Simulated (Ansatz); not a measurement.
Tl (hcp)

Computed with Ansatz (plane waves, PAW, 500 eV cutoff): r²SCAN, scalar-relativistic, no spin polarisation, 14×14×8 k-mesh, Gaussian smearing of 0.05 eV; PAW files: Ansatz's generated set soft_2.

```
Tl
1.0
     3.59832    0.00000    0.00000
    -1.79916    3.11624    0.00000
     0.00000    0.00000    5.39458
Tl
2
Cartesian
  0.0000 2.0775 4.0459
  1.7992 1.0387 1.3486
```

The database's entry of this formula in the relaxed cell's space group, P6_3/mmc, has axes of 3.456 × 3.456 × 5.525 Å and 28.57 Å³/atom (1963), the relaxed one 3.598 × 3.598 × 5.395 Å and 30.25.

The cell is relaxed to zero pressure at this level.

Path: Γ–M–K–Γ–A–L–H–A | L–M | H–K, with Γ = (0.000, 0.000, 0.000), M = (0.500, 0.000, 0.000), K = (0.333, 0.333, 0.000), A = (0.000, 0.000, 0.500), L = (0.500, 0.000, 0.500), H = (0.333, 0.333, 0.500) in reciprocal vectors of the calculation's cell.

**Question.** Is it a metal or an insulator, and if it has a gap, where are the band edges on this path?

**Answer.** A metal: bands cross the Fermi level.

Levels between -4 and 4 eV from the Fermi level at the path's named points:
| point | below E_F (eV) | above E_F (eV) |
| --- | --- | --- |
| Γ | -2.48 |  |
| M | -0.47 | 1.01 1.40 3.32 3.98 |
| K | -1.38 | 2.02 2.02 3.11 3.11 3.17 |
| A |  |  |
| L | -2.17 -2.17 |  |
| H | -1.04 -1.04 | 0.29 0.29 |

It took roughly 50 core-seconds on a shared host.

Scalar-relativistic only: spin–orbit splittings of the heavy atoms' levels are missing.
